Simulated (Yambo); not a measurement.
G0W0@PBEsol for Rb$_{2}$KRhF$_{6}$ (space group Fm-3m, No. 225) in Yambo. Reference settings: 2×2×2 Γ-centred k mesh, bands 5 to 278 and a 7 Ry block in the screening, 278 bands in G with the Bruneval-Gonze terminator, plasmon pole fitted at 27.2 eV. The PBEsol gap X → X on this mesh is 1.89 eV; G0W0 gaps are taken between the same points.

The settings were changed. The gap went from 5.67 eV to 5.70 eV, and the shift of the valence edge from -1.54 eV to -1.39 eV.

### Question
Which change was made?
A. 113 bands in G
B. no terminator
C. wavefunctions cut at 25 Ry
D. 113 bands in G, no terminator

### Answer
C, wavefunctions cut at 25 Ry. The others gave (gap, valence shift): no terminator: 5.71, -1.30 eV; 113 bands in G: 5.70, -1.53 eV; 113 bands in G, no terminator: 5.78, -0.87 eV.

Spin-orbit coupling is not included.

Geometry of the Materials Project entry, not relaxed at this level; primitive cell a = b = c = 6.4244 Å, α = β = γ = 60.00°.

A shift is the quasiparticle energy of the state minus its PBEsol energy.
